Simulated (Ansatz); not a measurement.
Method: DFT PBE, scalar-relativistic, plane waves, PAW (Ansatz). All cells share a 420 eV cutoff and Γ-centred k meshes spaced at most about 0.3 Å⁻¹ (about 0.25 or finer for metals, 2π included). Collinear spin in cells that started with moments and kept them past the coarse steps, no spin elsewhere.

These are static total energies at zero pressure.

Compare these two cells of EuTiSe2, each relaxed at this level.

A. (site moments Eu 6.7; Ti 2.1 μB) Space group P6/mmm (No. 191), hexagonal, a = 5.224 Å, c = 5.853 Å. Around Eu lie 2 Ti at 2.93 Å and 6 Se at 3.02 Å; Ti is surrounded by 2 Eu at 2.93 Å; Se has 3 Eu at 3.02 Å and 3 Se at 3.02 Å.

B. (site moments Eu -6.9; Ti -0.7 μB) Space group Cmmm (No. 65), orthorhombic, a = 6.725 Å, b = 10.546 Å, c = 3.959 Å. Eu is surrounded by 2 Se at 2.96 Å and 2 Ti at 3.36 Å; Ti is surrounded by 2 Se at 2.31 Å and 2 Eu at 3.36 Å; around Se lie 1 Ti at 2.31 Å and 1 Eu at 2.96 Å.

Question: Which is lower in energy, and by how much?

Answer: B is lower, by 0.71 eV/atom. A has space group P6/mmm (No. 191), 34.6 Å³/atom and no gap on its mesh; B has space group Cmmm (No. 65), 35.1 Å³/atom and no gap. Counting Se atoms around Eu and Ti (those within 1.25 times the shortest such distance or 1.15 times the sum of covalent radii; the shortest distance is added where it is long for a bond), A has Eu 6, Ti 12 from 4.2 Å and B has Eu 2, Ti 2. Both come from invented guesses. A third cell relaxed alike, in P4/mmm, lies 1.08 eV/atom below the lower of the two.

In such compounds of Eu and Ti a zero gap at this level may well be an artefact, since no Hubbard U is applied. Another magnetic order may lie lower. Cells relaxed within their symmetry can be saddle points.
